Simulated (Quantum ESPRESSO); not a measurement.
```cif
data_BaS
_chemical_formula_sum 'S1 Ba1'
_space_group_name_H-M_alt 'P 1'
_space_group_IT_number 1
_cell_length_a 4.44417
_cell_length_b 4.44417
_cell_length_c 4.44417
_cell_angle_alpha 60.000
_cell_angle_beta 60.000
_cell_angle_gamma 60.000
loop_
_space_group_symop_operation_xyz
  'x, y, z'
loop_
_atom_site_label
_atom_site_type_symbol
_atom_site_fract_x
_atom_site_fract_y
_atom_site_fract_z
_atom_site_occupancy
S1 S 0.50000 0.50000 0.50000 1
Ba1 Ba 0.00000 0.00000 0.00000 1
```

The PBEsol cell relaxed from Materials Project entry mp-1500 was given an isotropic strain of -0.7 % on all lattice vectors, and the atoms were relaxed again.

Task: What does PBEsol (pw.x of Quantum ESPRESSO, ONCV potentials, no spin-orbit coupling) give for the electronic structure near the Fermi level?

Result: The PBEsol gap is indirect, 2.00 eV, from Γ to X; the smallest direct gap is 2.08 eV.
